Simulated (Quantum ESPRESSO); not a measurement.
# Al2GaInP4: a curve over one atom's position

Simulated, not a measurement. The program is pw.x of Quantum ESPRESSO 7.5 (plane-wave density functional theory). The cell is made up: 8 atoms on a zincblende/diamond lattice, with randomly drawn elements, strain and displacements, not relaxed. PseudoDojo standard norm-conserving files (v0.5 for PBE, v0.4.1 for LDA and PBEsol) set the functional; there is no spin polarisation, spin-orbit coupling or dispersion term, and the masses in the input are unused placeholders.

Seven runs move atom 4 (Al, counted in the order of the input) along z and keep all else fixed.

Input of the run at -0.0018:

```
&control calculation='scf', pseudo_dir='./dojo.nc.sr.pbe.v0_5.standard.upf', outdir='./o', disk_io='low', tprnfor=.true., tstress=.true. /
&system ibrav=0, nat=8, ntyp=4, nbnd=32, ecutwfc=79.96652505, nosym=.true., tot_charge=0,
 occupations='smearing', smearing='fd', degauss=0.0018374661
/
&electrons conv_thr=7.350e-09, electron_maxstep=60, /
ATOMIC_SPECIES
Al 1.0 Al.upf
Ga 1.0 Ga.upf
In 1.0 In.upf
P 1.0 P.upf
CELL_PARAMETERS angstrom
5.6018 0.0 0.0
0.0 5.6018 0.0
0.0 0.0 5.6018
ATOMIC_POSITIONS angstrom
Al -0.1014 -0.0823 -0.1443
Ga -0.1351 2.8518 2.8535
In 2.8682 0.0859 2.8481
Al 2.8984 2.8473 -0.0278
P 1.289 1.4282 1.412
P 1.4602 4.1047 4.3492
P 4.1231 1.4914 4.1912
P 4.1501 4.2908 1.3883
K_POINTS automatic
4 4 4 1 1 1
```

```
shift of atom 4 along z (Å)  free energy less that of the input shown (eV)  Fx on atom 4 (eV/Å)  Fy on atom 4 (eV/Å)  Fz on atom 4 (eV/Å)  pressure (GPa)  iterations
                    -0.0710                                         0.1500               -0.941               -0.508                2.550            2.36          10
                    -0.0281                                         0.0508               -1.016               -0.588                2.076            2.18          10
                    -0.0018                                         0.0000               -1.065               -0.638                1.784            2.08          10
                    +0.0224                                        -0.0399               -1.112               -0.685                1.514            2.01          10
                    +0.0552                                        -0.0836               -1.179               -0.751                1.148            1.92          10
                    +0.0672                                        -0.0965               -1.204               -0.775                1.015            1.89          10
```

Question: one run is left out of the table, at +0.0431. Estimate its Fz on atom 4 (eV/Å).

Answer: 1.283. The whole row:

```
shift of atom 4 along z (Å)  free energy less that of the input shown (eV)  Fx on atom 4 (eV/Å)  Fy on atom 4 (eV/Å)  Fz on atom 4 (eV/Å)  pressure (GPa)  iterations
                    +0.0431                                        -0.0688               -1.154               -0.726                1.283            1.95          10
```

A cubic fit gives dFz/dz = -11.14 eV/Å² at zero shift. Across the table the free energy follows the integral of the force to within 0.1 meV. A rerun of one of the cells at 1377 eV and a 6 x 6 x 6 mesh moved values by no more than 0.007 eV in energy, 0.02 GPa in stress and 0.002 eV/Å in force.